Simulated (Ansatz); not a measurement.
## Hydrogen-ended wire of Ge, Ge16H18

Ansatz, PAW, plane waves. PBEsol relaxation at a 1×1×6 mesh; single points on the relaxed atoms at a 1×1×4 mesh, onto which points of the small cell's zone fold. No spin–orbit coupling unless named.

Relaxed structure:

```
Ge H
1.0
    20.60000    0.00000    0.00000
     0.00000   20.60000    0.00000
     0.00000    0.00000    5.67559
Ge H
16 18
Direct
  0.53464 0.46571 0.12095
  0.33115 0.53858 0.39487
  0.60207 0.53397 0.37325
  0.39274 0.33113 0.14296
  0.39842 0.60196 0.13044
  0.66941 0.60709 0.14243
  0.46623 0.39830 0.37287
  0.46208 0.66923 0.39397
  0.39864 0.46587 0.62626
  0.66962 0.46135 0.60494
  0.46606 0.53427 0.87808
  0.53870 0.33075 0.60506
  0.53450 0.60167 0.62636
  0.33132 0.39260 0.85638
  0.60232 0.39793 0.86905
  0.60813 0.66874 0.85594
  0.27745 0.50090 0.26374
  0.29775 0.58604 0.56806
  0.34548 0.29659 0.31325
  0.43210 0.27811 0.01482
  0.35489 0.64552 0.97356
  0.72199 0.56733 0.01359
  0.70452 0.65419 0.31173
  0.41476 0.70320 0.56618
  0.49999 0.72247 0.26121
  0.70345 0.41406 0.43231
  0.72303 0.49928 0.73676
  0.58598 0.29690 0.43240
  0.50081 0.27740 0.73733
  0.29688 0.34530 0.68594
  0.27823 0.43197 0.98400
  0.64570 0.35435 0.02641
  0.56909 0.72213 0.98327
  0.65549 0.70282 0.68472
```

Q: What are the mean bond lengths by pair (pairs within 1.2 times the sum of covalent radii, less contacts 15 % beyond the pair's median; cation–cation pairs of compounds aside; long ionic contacts are cut short by that bound)?

A: Ge–Ge 2.431 ± 0.007 Å (standard deviation, 23 bonds); Ge–H 1.545 ± 0.003 Å (standard deviation, 18 bonds).

Q: What gap lies between the top filled and the lowest empty level in the single points?

A: HSE06 3.88 eV (31 s on NVIDIA GB200).
